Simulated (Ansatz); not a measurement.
Relaxed-ion elastic tensor of GaSb (NiAs type, P6_3/mmc) in GPa (Voigt order), the program Ansatz at the PBEsol level (PAW); density 6.86 g/cm³, 23.19 Å³ per atom.

|  | 1 | 2 | 3 | 4 | 5 | 6 |
|---|---|---|---|---|---|---|
| 1 | 77.5 | 49.7 | 55.5 | 0.0 | 0.0 | 0.0 |
| 2 | 49.7 | 77.5 | 55.5 | 0.0 | 0.0 | 0.0 |
| 3 | 55.5 | 55.5 | 90.2 | 0.0 | 0.0 | 0.0 |
| 4 | 0.0 | 0.0 | 0.0 | 30.4 | 0.0 | 0.0 |
| 5 | 0.0 | 0.0 | 0.0 | 0.0 | 30.4 | 0.0 |
| 6 | 0.0 | 0.0 | 0.0 | 0.0 | 0.0 | 13.9 |

Is the crystal mechanically stable?

Yes: the smallest eigenvalue of C is 13.9 GPa.

Work out the Voigt, Reuss and Hill averages.

K_V = 63.0, K_R = 62.1, K_H = 62.5; G_V = 20.5, G_R = 17.8, G_H = 19.2 GPa.

Give Young's modulus, Poisson's ratio, Pugh's ratio and the universal anisotropy index.

E = 9KG/(3K + G) = 52.2 GPa; ν = 0.36; K/G = 3.26 (ductile by the Pugh limit of 1.75); A_U = 5G_V/G_R + K_V/K_R − 6 = 0.79.

Estimate the sound speeds and the Debye temperature.

v_l = √((K + 4G/3)/ρ) = 3580 m/s, v_t = √(G/ρ) = 1670 m/s, mean 1880 m/s; Θ = (h/k)(3n/4πV)^(1/3) v_m = 197 K.

Solve the Christoffel equation for the three sound speeds along x, y, z.

Eigenvalues of C_ijkl n_j n_l equal ρv². In km/s, slowest first: x 1.42, 2.10, 3.36; y 1.42, 2.10, 3.36; z 2.10, 2.10, 3.63.

How much does each axis shrink under pressure?

Linear compressibilities β_i = Σ_j S_ij (j = 1 to 3): x 6.5, y 6.5, z 3.0 per TPa.

The start of the workflow was typed in or built on a structure type; neither database checked (COD, Materials Project) lists it. It is not the phase usual at ambient conditions (space group No. 216). Symmetry was held in the PBEsol relaxation; of distortions, only those at the zone centre were tested. As this level gives no gap, shear constants depend on the k-mesh and smearing (Fermi–Dirac, 0.1 eV here). On the denser mesh and wider smearing of the elastic run this cell carries a stress of 0.4 GPa. Scalar-relativistic: spin–orbit coupling is off unless named, which matters more the heavier the elements.

Potentials: the later of the program's two PAW sets.
